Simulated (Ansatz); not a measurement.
GaNi$_{3}$N:
```
CELL_PARAMETERS angstrom
      3.73031     0.00000     0.00000
      0.00000     3.73031     0.00000
      0.00000     0.00000     3.73031
ATOMIC_POSITIONS crystal
  Ga 0.00000 0.00000 0.00000
  N  0.50000 0.50000 0.50000
  Ni 0.00000 0.50000 0.50000
  Ni 0.50000 0.50000 0.00000
  Ni 0.50000 0.00000 0.50000
```

Relaxed with PBEsol. Special points in fractions of this cell's reciprocal vectors: Γ (0.000, 0.000, 0.000); X (0.000, 0.500, 0.000); M (0.500, 0.500, 0.000); R (0.500, 0.500, 0.500).

List the band energies nearest the Fermi level at these points for PBEsol in the plane-wave PAW code Ansatz.

In eV from the Fermi level; about four levels below and three above (degenerate sets whole), none deeper than 8.9 eV; points with the same levels are listed once.

```csv
k,below,above
Γ,-0.92 -0.92 -0.92 -0.73,0.88 1.93 1.93 1.93
X,-1.33 -0.92 -0.79 -0.79,1.13 1.30 3.62 3.62
M,-1.12 -0.48 -0.48 -0.07,3.27 3.38 3.38
R,-1.42 -1.42 -0.91 -0.91 -0.91,0.76 0.76 0.76
```

Space group Pm-3m (anti-perovskite). The cell is a constructed one: a structure type filled with these elements; neither database checked (COD, Materials Project) lists it. Its standing as an ambient phase is unchecked. Symmetry was held in the PBEsol relaxation; phonons show weakly imaginary modes. The workflow began spin-polarised and lost its moments. Spin–orbit coupling is left out wherever it is not named.

Potentials: the earlier of the program's two PAW sets. The files were generated under PBE; for other functionals the program regenerates the frozen cores, and for LDA and PBEsol the local potential too.
